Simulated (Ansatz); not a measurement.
**Does relaxation matter for the field gradients of ZnS with potassium replacing Zn?**

Start: a supercell of ZnS (zinc blende type, F-43m) built from an entry of the Crystallography Open Database (COD) (the entry's cell lengths or inner coordinates differ somewhat from later room-temperature determinations), with all atoms left at the host's positions.

Space group F-43m (No. 216); a = 16.2120 Å.

| site | Wyckoff | site symmetry | x | y | z |
| --- | --- | --- | --- | --- | --- |
| K | 4a | -43m | 0.5000 | 0.0000 | 0.5000 |
| Zn2 | 48h | ..m | 0.6667 | 0.0000 | 0.6667 |
| Zn5 | 16e | .3m | 0.8333 | 0.8333 | 0.6667 |
| Zn9 | 16e | .3m | 0.1667 | 0.6667 | 0.8333 |
| Zn15 | 24f | 2.mm | 0.0000 | 0.6667 | 0.0000 |
| S28 | 16e | .3m | 0.4167 | 0.0833 | 0.4167 |
| S30 | 24g | 2.mm | 0.7500 | 0.0833 | 0.7500 |
| S32 | 48h | ..m | 0.7500 | 0.9167 | 0.5833 |
| S41 | 4d | -43m | 0.7500 | 0.7500 | 0.7500 |
| S45 | 16e | .3m | 0.0833 | 0.5833 | 0.9167 |

One atom of each set is listed; the run and its k-mesh use a cell of 54 atoms with edges of 11.46, 11.46, 11.46 Å.

All values are calculated (Ansatz; DFT, PBE, plane waves and PAW, scalar-relativistic, 420 eV cutoff, Γ-centred 2×2×2 k-points, Fermi–Dirac smearing 0.01 eV, cell charge -1), not measured.

The largest force at the start is 4.5 eV/Å. Relaxing the ions at fixed cell moves them by 0.382 Å at most (atom 37, S) and 0.106 Å rms.

| site | moved (Å) | first shell before | first shell after | V_zz before (10²¹ V/m²) | η before |
| --- | --- | --- | --- | --- | --- |
| K | 0.000 | 4 S at 2.34 Å | 4 S at 2.72 Å | 0.00 | – |
| Zn2 | 0.038 | 4 S at 2.34 Å | 4 S at 2.26–2.34 Å | -0.97 | 0.83 |
| Zn5 | 0.005 | 4 S at 2.34 Å | 4 S at 2.33–2.35 Å | 0.22 | 0.00 |
| Zn9 | 0.014 | 4 S at 2.34 Å | 4 S at 2.33–2.35 Å | 0.33 | 0.00 |
| Zn15 | 0.010 | 4 S at 2.34 Å | 4 S at 2.34–2.35 Å | -0.12 | 0.89 |
| S28 | 0.382 | 1 K at 2.34 Å, 3 Zn at 2.34 Å | 3 Zn at 2.26 Å, 1 K at 2.72 Å | -11.18 | 0.00 |
| S30 | 0.002 | 4 Zn at 2.34 Å | 4 Zn at 2.31–2.33 Å | -1.18 | 0.21 |
| S32 | 0.007 | 4 Zn at 2.34 Å | 4 Zn at 2.33–2.34 Å | 0.50 | 0.46 |
| S45 | 0.002 | 4 Zn at 2.34 Å | 4 Zn at 2.35 Å | -0.13 | 0.00 |

(1) How do the gradients change?

Answers

(1) 

```
site  V_zz after  η after  change of V_zz
   K        0.00        –            0.00
 Zn2        2.14     0.78               –
 Zn5        0.38     0.00           +0.16
 Zn9        0.70     0.00           +0.37
Zn15       -0.21     0.75           -0.09
 S28      -13.26     0.00           -2.08
 S30       -2.94     0.07           -1.76
 S32        0.37     0.18           -0.13
 S45       -0.29     0.00           -0.16
```

The largest change of V_zz along a kept axis is on S28, from -11.18 to -13.26. In per cent, |V_zz| changes by +19 to +149 on S (all sites that start above 0.5, bar those whose gradient vanishes or changes sign or whose main axis turns by over 40°). Where |V_zz| stays above 0.1 and the axes keep their order, η moves most on S32, from 0.46 to 0.18. On Zn2 the largest principal value lies along another axis in the second run, so the two V_zz can't be compared directly. Other sites without a gradient aren't listed.

The defect repeats with the cell of 54 atoms, so it feels its images: sites between two images don't show the values beside a lone defect, and zeros or small values of η there can come from the images' arrangement. A uniform background compensates the cell's charge.
Before: The neighbours have not yet relaxed around the defect (largest force 4.5 eV/Å), so the values at and beside it are those of a strained start, not of the defect in a real crystal.
After: The relaxation keeps the site symmetry -43m of the start, so the impurity can't leave its site; a start off the site could end lower.
